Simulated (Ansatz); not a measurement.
**Y: stiffness from a series of strains**

```xyz
1
Lattice="0.0000 2.4850 2.4850 2.4850 0.0000 2.4850 2.4850 2.4850 0.0000" Properties=species:S:1:pos:R:3 pbc="T T T"
Y     0.0000    0.0000    0.0000
```

The cell is COD entry 1534898, as deposited and not checked against the literature; nothing was relaxed.

Computed with Ansatz 0.2.0, DFT, LDA, all-electron LAPW, scalar-relativistic.

Sampling and basis: a Γ-centred 13×13×13 k mesh, Fermi–Dirac smearing of 0.05 eV, basis error target 1 meV/atom, no spin polarisation.

The strain is applied along the Cartesian axes of the cell as listed (the other components stay zero). Fractional coordinates are held (clamped ions).

σ is the change of stress from the unstrained cell, which is at -1.74 GPa; tension is positive, so slopes are stress–strain coefficients at that pressure. In a metal the k mesh adds noise.

Only quantities that a quadratic follows smoothly over the whole series are listed; rougher ones are left out.

```
    εzz  σzz (GPa)  σxx (GPa)
-0.0200      -1.26      -0.62
-0.0100      -0.62      -0.30
 0.0000       0.00       0.00
 0.0200       1.19       0.55
```

(1) Fit the series and read off the stiffness at zero strain.

(2) One run, at εzz = 0.0100, is withheld. Predict its row.

Results:

(1) Least-squares fits y = p0 + p1 x + p2 x² to the rows give σzz (GPa): p1 = 61.2, p2 = -89; σxx (GPa): p1 = 29.2, p2 = -89. So C11 = 61 GPa and C12 = 29 GPa, which gives B = (C11 + 2 C12)/3 = 40 GPa.

(2) The fits give 0.60, 0.28; the run gave 0.60, 0.28.
